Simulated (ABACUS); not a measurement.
Energy against volume for Ti3Al (P6_3/mmc, 8 atoms in the cell; from Materials Project mp-1823): the cell is scaled uniformly, and the atoms keep their fractional positions.

```
Ti3Al
1.0
    5.74770     0.00000     0.00000
   -2.87385     4.97765     0.00000
    0.00000     0.00000     4.63055
Ti Al
6 2
Direct
  0.82990   0.65980   0.25000
  0.17010   0.34020   0.75000
  0.17010   0.82990   0.75000
  0.82990   0.17010   0.25000
  0.34020   0.17010   0.25000
  0.65980   0.82990   0.75000
  0.33333   0.66667   0.25000
  0.66667   0.33333   0.75000
```

Method: PBE, PseudoDojo 0.5 standard norm-conserving PBE (tails mended) pseudopotentials (plane waves; ABACUS).

Held fixed: KPT = MP 3 3 3 0 0 0; basis_type = pw; ecutwfc = 84 Ry; smearing_method = mp; smearing_sigma = 0.00999582 Ry; potentials = PseudoDojo 0.5 standard norm-conserving PBE (tails mended); symmetry = 1; symmetry_prec = 1e-05; ks_solver = dav_subspace; scf_nmax = 100; scf_thr = 1.0e-09 Ry; mixing_type = broyden; mixing_beta = 0.4.

The structure comes from a collection of computed structures, made at another level of theory; the collection holds predicted forms beside known ones. No clean gap shows at this smearing width and mesh (spacing up to 0.45 Å⁻¹); the mesh is coarse for partly filled bands, so the values carry mesh errors.

```json
[
 {"V (Å³/atom)": "15.566", "V/V(base)": "0.940", "ΔF (meV/atom, from the lowest row)": "30.5", "pressure (GPa)": "9.17"},
 {"V (Å³/atom)": "15.898", "V/V(base)": "0.960", "ΔF (meV/atom, from the lowest row)": "14.7", "pressure (GPa)": "6.15"},
 {"V (Å³/atom)": "16.229", "V/V(base)": "0.980", "ΔF (meV/atom, from the lowest row)": "4.8", "pressure (GPa)": "3.42"},
 {"V (Å³/atom)": "16.394", "V/V(base)": "0.990", "ΔF (meV/atom, from the lowest row)": "2.0", "pressure (GPa)": "2.14"},
 {"V (Å³/atom)": "16.560", "V/V(base)": "1.000", "ΔF (meV/atom, from the lowest row)": "0.4", "pressure (GPa)": "0.93"},
 {"V (Å³/atom)": "16.726", "V/V(base)": "1.010", "ΔF (meV/atom, from the lowest row)": "0.0", "pressure (GPa)": "-0.23"},
 {"V (Å³/atom)": "16.891", "V/V(base)": "1.020", "ΔF (meV/atom, from the lowest row)": "0.8", "pressure (GPa)": "-1.33"},
 {"V (Å³/atom)": "17.222", "V/V(base)": "1.040", "ΔF (meV/atom, from the lowest row)": "5.7", "pressure (GPa)": "-3.39"},
 {"V (Å³/atom)": "17.554", "V/V(base)": "1.060", "ΔF (meV/atom, from the lowest row)": "14.7", "pressure (GPa)": "-5.27"}
]
```

Q: Estimate the equilibrium volume and the bulk modulus from these points.

A: A third-order Birch-Murnaghan fit gives V0 = 16.69 Å³/atom and B0 = 115 GPa (largest residual 0.00 meV/atom). V0 and B0 belong to these fixed fractional positions and this cell shape; relaxing them, where they are free, usually lowers B0.

“Tails mended”: in these copies of the files the far tail of each local potential was reset to the Coulomb form.
